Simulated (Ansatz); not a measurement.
Computed with DFT, r2SCAN, plane waves (500 eV) with PAW, scalar-relativistic (Ansatz 0.2.0). The PAW files were generated under PBE, with cores re-solved for the functional.

An element in the simple cubic structure gives this curve. The cell is scaled uniformly from the relaxed one, with fractional coordinates and shape fixed. Energies are extrapolated to zero smearing, pressures are those at the given smearing. Magnetic state: spin not included.

```tsv
V (Å³/atom)	E − E₀ (meV/atom)	P (GPa)
17.702	148.4	22.35
18.506	60.2	12.92
19.311	13.9	5.65
20.116	-0.1	0.05
20.920	10.9	-4.26
21.725	41.0	-7.53
22.530	85.5	-9.99
```

Q: Which element is it?
A. gold
B. platinum
C. germanium
D. gallium

A: A. Its fit is V₀ = 20.13 Å³/atom, B₀ = 123 GPa, B₀′ = 5.6.
